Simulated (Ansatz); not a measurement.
Bi2TeO2:
```
Bi2TeO2
1.0
   -1.98357     1.98357     6.31263
    1.98357    -1.98357     6.31263
    1.98357     1.98357    -6.31263
Bi Te O
2 1 2
Direct
  0.15242   0.15242   0.00000
  0.84758   0.84758   0.00000
  0.50000   0.50000   0.00000
  0.25000   0.75000   0.50000
  0.75000   0.25000   0.50000
```

Relaxed with PBEsol. Special points in fractions of this cell's reciprocal vectors: Γ (0.000, 0.000, 0.000); X (0.000, 0.000, 0.500); P (0.250, 0.250, 0.250); N (0.000, 0.500, 0.000); M (0.500, 0.500, -0.500); S (0.275, 0.725, -0.275); S0 (-0.275, 0.275, 0.275); R (-0.049, 0.049, 0.500); G (0.500, 0.500, -0.049).

Problem. List the band energies nearest the Fermi level at these points for PBEsol (plane waves, PAW; program Ansatz).

Solution. In eV from the Fermi level; about four levels below and three above (degenerate sets whole), none deeper than 8.9 eV; points with the same levels are listed once.

| k | below | above |
|---|---|---|
| Γ | -2.06 -1.30 -1.30 -0.19 | 3.57 3.95 3.95 |
| X | -2.58 -2.58 -2.57 -1.32 -0.15 | 2.23 2.53 3.13 |
| P | -3.32 -3.32 -2.58 -2.58 -1.41 | 0.93 0.93 2.31 |
| N | -3.21 -1.74 -1.10 -0.02 | 2.15 2.70 3.19 |
| M | -2.81 -1.24 -0.81 -0.81 | 0.49 1.98 2.01 2.01 |
| S | -3.48 -1.76 -1.09 -0.02 | 2.21 2.85 3.22 |
| R | -2.64 -2.59 -2.54 -1.61 | 0.26 2.21 2.53 |

Space group I4/mmm. The workflow started from a Materials Project entry (that database holds measured and hypothetical structures alike); the Crystallography Open Database copy checked does not list it. Whether it is the stable phase at ambient conditions was not checked. The PBEsol relaxation kept the symmetry of its start; of distortions, only those at the zone centre were tested. A small band overlap can be real or an error of a semilocal functional. The Fermi level of a semimetal is unsure by some 0.05 eV on such meshes. Spin–orbit coupling is left out wherever it is not named.

Potentials: the later of the program's two PAW sets.
